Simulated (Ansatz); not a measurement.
Relaxed-ion elastic tensor of Sc (hcp (Mg type), P6_3/mmc) in GPa (Voigt order), r²SCAN in the plane-wave PAW code Ansatz; density 2.99 g/cm³, 24.99 Å³ per atom.

```csv
,1,2,3,4,5,6
1,106,43.1,23.1,0.0,0.0,0.0
2,43.1,106,23.1,0.0,0.0,0.0
3,23.1,23.1,120,0.0,0.0,0.0
4,0.0,0.0,0.0,34.9,0.0,0.0
5,0.0,0.0,0.0,0.0,34.9,0.0
6,0.0,0.0,0.0,0.0,0.0,31.6
```

Question: Is the crystal mechanically stable?

Answer: Yes: the smallest eigenvalue of C is 31.6 GPa.

Question: Work out the Voigt, Reuss and Hill averages.

Answer: K_V = 56.8, K_R = 56.8, K_H = 56.8; G_V = 36.5, G_R = 35.5, G_H = 36.0 GPa.

Question: Give Young's modulus, Poisson's ratio, Pugh's ratio and the universal anisotropy index.

Answer: E = 9KG/(3K + G) = 89.2 GPa; ν = 0.24; K/G = 1.58 (brittle by the Pugh limit of 1.75); A_U = 5G_V/G_R + K_V/K_R − 6 = 0.14.

Question: Estimate the sound speeds and the Debye temperature.

Answer: v_l = √((K + 4G/3)/ρ) = 5920 m/s, v_t = √(G/ρ) = 3470 m/s, mean 3850 m/s; Θ = (h/k)(3n/4πV)^(1/3) v_m = 392 K.

Question: Solve the Christoffel equation for the three sound speeds along x, y, z.

Answer: Eigenvalues of C_ijkl n_j n_l equal ρv². In km/s, slowest first: x 3.25, 3.42, 5.97; y 3.25, 3.42, 5.97; z 3.42, 3.42, 6.34.

Question: How much does each axis shrink under pressure?

Answer: Linear compressibilities β_i = Σ_j S_ij (j = 1 to 3): x 5.7, y 5.7, z 6.1 per TPa.

The r²SCAN relaxation kept the symmetry of its start. The final state is ferromagnetic, chosen from 5 collinear starts compared on coarse meshes (ties went to the first, and starts can fall back to one state), not a proven ground state. Other orbital occupations within this spin state were not tried. As this level gives no gap, shear constants depend on the k-mesh and smearing (Fermi–Dirac, 0.1 eV here).

Potentials: the earlier of the program's two PAW sets.
